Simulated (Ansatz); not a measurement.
Se in space group R-3 (No. 148; Se on 18f) under volume change, PBEsol in the plane-wave PAW code Ansatz, shape and atoms relaxed at each volume.

```tsv
V (Å³/atom)	E − E(relaxed) (meV/atom)	P (GPa)
22.929	11.7	1.99
23.685	4.6	1.11
24.441	…	…
25.196	0.0	0.00
25.952	…	…
26.708	2.9	-0.53
27.464	5.9	-0.68
```

What belongs in the gaps?


- 24.441, E − E(relaxed) (meV/atom): 1.0
- 24.441, P (GPa): 0.48
- 25.952, E − E(relaxed) (meV/atom): 0.8
- 25.952, P (GPa): -0.33

What does a third-order Birch–Murnaghan fit give for V₀, B₀ and B′?

V₀ = 25.20 Å³/atom, B₀ = 13.0 GPa, B′ = 10.9.

The workflow started from a Materials Project entry (that database holds measured and hypothetical structures alike); the Crystallography Open Database files this formula in space group No. 148, but the cells were not matched. It is not the phase usual at ambient conditions (space group No. 152). Symmetry was held in the PBEsol relaxation; its stability against distortions is not shown here. A crystal of weakly bound molecules computed without a dispersion correction: the cell and the soft elastic constants depend strongly on that. Spin–orbit coupling is left out wherever it is not named.

Potentials: the later of the program's two PAW sets.
